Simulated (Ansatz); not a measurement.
AlP (zinc blende), conventional cell a = b = c = 5.470 Å, α = β = γ = 90.00°. The calculation uses the primitive cell of 2 atoms, to which meshes and values per cell refer.

This relaxed cell (volume V₀) is scaled evenly in all directions, its shape held. Symmetry pins the atoms to their sites.

Method: PBEsol (plane waves to 420 eV, PAW, scalar-relativistic; Ansatz, a quantum-chemistry and plane-wave program). k mesh 10×10×10 (Γ-centred), Fermi-Dirac smearing 0.05 eV. E stands for the smeared free energy. AlP was relaxed with its symmetry unable to fall. The PAW data are Ansatz's earlier set. The zero of ΔE is the relaxed starting cell.

```
V (Å³/atom)  ΔE (meV/atom)
-----------  -------------
19.234                22.2
19.480                13.9
19.725                 7.6
19.971                 3.3
20.216                 0.8
20.462                 0.0
20.708                 0.8
20.953                 3.1
21.199                 6.8
21.444                11.8
21.690                18.1
```

What bulk modulus B₀ follows from a third-order Birch-Murnaghan fit?

86.9 GPa.

What is the fitted pressure derivative B₀′?

4.1.

(Under strain, the slope of the energy per volume gives the stress and its curvature an elastic modulus.)
